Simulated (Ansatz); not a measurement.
## Formation energy of CsCl-type YbC

Computed with Ansatz (plane waves, PAW, 420 eV cutoff): PBEsol, scalar-relativistic, collinear spin, 10×10×10 k-mesh, Gaussian smearing of 0.05 eV. The datasets are Ansatz's generated set soft_2.

The structure was built from a prototype; whether the compound forms in it isn't claimed.

It takes space group Pm-3m (No. 221, cubic). The conventional cell has a = 2.986 Å, b = 2.986 Å, c = 2.986 Å, α = 90.00°, β = 90.00°, γ = 90.00°. Yb (site symmetry m-3m) has 8 C at 2.59 Å as nearest neighbours. C (site symmetry m-3m) has 8 Yb at 2.59 Å as nearest neighbours. (Shells end 15 % past the nearest neighbour.)

The elements were computed in their standard states with the same datasets, cutoff and functional. Total energies depend on the potentials used, so only differences within one code and one set of settings carry meaning.

Energy of the relaxed cell (2 atoms, smearing extrapolated to zero): -13922.039 eV. Elements, in eV/atom: Yb -13676.506, C -246.691.

Task: What is the formation energy?

Result: [-13922.039 − (1 × -13676.506 + 1 × -246.691)] / 2 = 0.58 eV/atom, or 56 kJ per mole of atoms.

The value is for 0 K, without zero-point energy. A positive value means that this structure is unstable even against the elements at this level.

Without a U the 4f levels of Yb lie too near the Fermi level, so their share of the states there, and what hangs on it, is overstated. No spin–orbit coupling, a notable omission for heavy elements. The starting moments died out; a magnetic state reached from other starts isn't excluded.
